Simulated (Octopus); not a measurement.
# SiC (F-43m, No. 216): conduction levels under hydrostatic strain

SiC (F-43m, No. 216), cubic lattice constant 4.354 Å. The cell is a database entry, not relaxed again.

Computed with Octopus (real-space grid): LDA, grid spacing about 0.15 Å, Γ-centred 8×8×8 k-mesh, Fermi-Dirac smearing of 0.01 eV, no spin polarisation, PseudoDojo 0.4 LDA potentials. The cell is scaled uniformly. Energies of the lowest empty band count from each cell's highest valence level among the special points, at Γ; they are Kohn-Sham values at fixed points of the zone.

```tsv
a (Å)	ln(V/V₀)	Γ (eV)	X (eV)	L (eV)
4.158	-0.1381	7.982	1.205	6.713
4.202	-0.1069	7.602	1.235	6.412
4.245	-0.0760	?	?	?
4.289	-0.0453	6.862	1.290	5.831
4.332	-0.0150	6.502	1.316	5.552
4.354	0.0000	6.324	1.328	5.415
4.398	0.0299	5.973	1.352	5.148
```

V₀ is the volume of the database cell.

Task: Fit each column by a quadratic in ln V through the rows shown. Give the volume deformation potentials dE/d ln V at the withheld row, and predict that row.

Result: Fits: Γ: 6.324 −11.81 x +1.4 x²; X: 1.328 +0.81 x −0.6 x²; L: 5.416 −9.05 x +2.5 x², with x = ln(V/V₀). At x = -0.0760 the slopes are −12.0 eV (Γ), +0.9 eV (X), −9.4 eV (L). Predicted against computed: 7.229 against 7.229 eV, 1.263 against 1.263 eV, 6.117 against 6.118 eV.

The lowest of these levels is that at X in all rows.
